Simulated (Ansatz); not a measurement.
This is a relaxation of cell and atoms with Ansatz 0.2.0 on Ga4P3N, ordered on the zincblende lattice (P-43m) with 8 atoms a cell; the level of theory is r2SCAN. It starts from the PBE minimum.

```yaml
crystal:
  lattice:
    - [5.2691457365, 0.0, 0.0]
    - [0.0, 5.2691457365, 0.0]
    - [0.0, 0.0, 5.2691457365]
  atoms:
    - { symbol: "N", position: [0.0, 0.0, 0.0] }
    - { symbol: Ga, position: [0.772006502, 0.772006502, 0.772006502] }
    - { symbol: P, position: [0.5, 0.5, 0.0] }
    - { symbol: Ga, position: [0.227993498, 0.227993498, 0.772006502] }
    - { symbol: P, position: [0.5, 0.0, 0.5] }
    - { symbol: Ga, position: [0.227993498, 0.772006502, 0.227993498] }
    - { symbol: P, position: [0.0, 0.5, 0.5] }
    - { symbol: Ga, position: [0.772006502, 0.227993498, 0.227993498] }
kpoints:
  mp_grid: { grid: [4, 4, 4] }
hamiltonian:
  xc: r2scan
scf:
  occupations: { method: fermi_dirac, width: 0.02 }
relax:
  f_tol: 0.005
  cell: {}
output:
  write_density: true
  write_potential: true
  elf: true
  volumetric_format: npy
```

The output follows, shortened, with numbered blanks.
```
Functional definition: r2SCAN
  parameter k0 = 0.174
  parameter k1 = 0.065
  parameter a1 = 4.9479
  exchange = r2scan_x(k0 = k0, k1 = k1, a1 = a1)
  correlation = r2scan_c
Crystal: 8 atoms, lattice volume = 146.292 Å³
Basis set: ecut = 500 eV, 3743 PW (Γ)
Bands: 44, of which v1, the nominal top of the filled ones, is band 36 counted from 1 (35 counted from 0)
Symmetry: 24 space group operations
Space group: P-43m (ITA 215)
k-points: 10 of 64 (time reversal used)
relax step 1: F+E_penalty+E_count = -17826.42409185 eV  max|allowed force component| = 1.786e-3 eV/Å  Δτ_max = 0.0000 Å  P = -3.013 GPa  Ω = 146.292 Å³
--- Relaxed structure (3 steps of the walk, 3 accepted, 1 SCFs on fresh bases) ---
[1]
```

Q: Fill in the blanks. They hold the relaxed structure.

A:
```
[1]
  F+E_penalty+E_count = -17826.46749831 eV   max|allowed force component| = 9.695e-4 eV/Å
  cell:  # Å, volume = 141.7445 Å³
    - [5.213973, 0.000000, 0.000000]
    - [0.000000, 5.213973, 0.000000]
    - [0.000000, 0.000000, 5.213973]
  atoms:
    - { symbol: N, position: [0.000000, 0.000000, 0.000000] }
    - { symbol: Ga, position: [0.772259, 0.772259, 0.772259] }
    - { symbol: P, position: [0.500000, 0.500000, 0.000000] }
    - { symbol: Ga, position: [0.227741, 0.227741, 0.772259] }
    - { symbol: P, position: [0.500000, 0.000000, 0.500000] }
    - { symbol: Ga, position: [0.227741, 0.772259, 0.227741] }
    - { symbol: P, position: [0.000000, 0.500000, 0.500000] }
    - { symbol: Ga, position: [0.772259, 0.227741, 0.227741] }
```
Only the leading digits can be foreseen; the rest is this run's record.

Command: `ansatz run input.yaml --threads 2 --pin off --max-ram 20275MiB --backend cpu --events-out ev --progress --plain --runs-dir out`. It took 19 s on 2 threads of AMD EPYC 7R13 Processor (Zen 3), on a shared host, load about 4.6 per core; peak host memory 0.84 GiB.

The structure was generated, not taken from experiment, and needn't be the ground state; spin polarisation is off.
